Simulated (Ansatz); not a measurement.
The start is a generated cell, Pb built in the A7 structure type. A full variable-cell relaxation at zero pressure is run with PBE (plane waves to 420 eV, PAW, scalar-relativistic; Ansatz, an electronic-structure program). The first steps use a coarse 9×9×9 k-mesh.

Input geometry:
```
CELL_PARAMETERS angstrom
      2.24239     1.29464     4.15824
     -2.24239     1.29464     4.15824
      0.00000    -2.58929     4.15824
ATOMIC_POSITIONS crystal
  Pb 0.22754 0.22754 0.22754
  Pb 0.77246 0.77246 0.77246
```

* **Largest initial force**: 1.09 eV/Å, on Pb1, Pb2 (atoms numbered as listed)
* **Outcome**: The space group goes from R-3m (No. 166) to Fm-3m (No. 225); the end is fcc (Cu type), with 1 atom in the primitive cell
* **Energy released**: 0.37 eV/atom
* **Volume change**: -11.9 %, from 36.22 to 31.90 Å³/atom
* **Shortest distances (start → end)**: The closest pairs of elements (up to four, under 3.6 Å), start → end: Pb–Pb 3.00 → 3.56 Å
* **Optimiser moves**: 21

Relaxed structure:

Space group Fm-3m (No. 225); a = b = c = 5.0345 Å, α = β = γ = 90.00°

```csv
atom,site,symmetry,x,y,z
Pb,4b,m-3m,0.5000,0.5000,0.5000
```
(The calculation used a cell of 1 atom; values per cell refer to that cell.)

Final values are on a 16×16×16 k-mesh of the relaxed cell. No spin polarisation in the result.

The run could not lose the symmetry of its start; a randomly shaken copy of 2 atoms returns to this structure.
